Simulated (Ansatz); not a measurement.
Relaxed-ion elastic tensor of MgPt in space group P2_13 (No. 198; Mg on 4a, Pt on 4a) in GPa (Voigt order), r²SCAN in the plane-wave PAW code Ansatz; density 11.36 g/cm³, 16.03 Å³ per atom.

```
  182   96.3   96.3    0.0    0.0    0.0
 96.3    182   96.3    0.0    0.0    0.0
 96.3   96.3    182    0.0    0.0    0.0
  0.0    0.0    0.0  -16.9    0.0    0.0
  0.0    0.0    0.0    0.0  -16.9    0.0
  0.0    0.0    0.0    0.0    0.0  -16.9
```

Task: Is the crystal mechanically stable?

Result: No: the smallest eigenvalue of C is -16.9 GPa.

The workflow started from a Materials Project entry (that database holds measured and hypothetical structures alike); the Crystallography Open Database copy checked does not list it. With Mg and Pt taken as one species the cell has the higher symmetry Pa-3, so it may be an ordered model of a mixed-site phase. Its standing as an ambient phase is unchecked. Symmetry was held in the r²SCAN relaxation. At this level the phase is mechanically unstable. No spin polarisation was allowed. As this level gives no gap, shear constants depend on the k-mesh and smearing (Fermi–Dirac, 0.1 eV here). Spin–orbit coupling is left out wherever it is not named.

Potentials: the later of the program's two PAW sets.
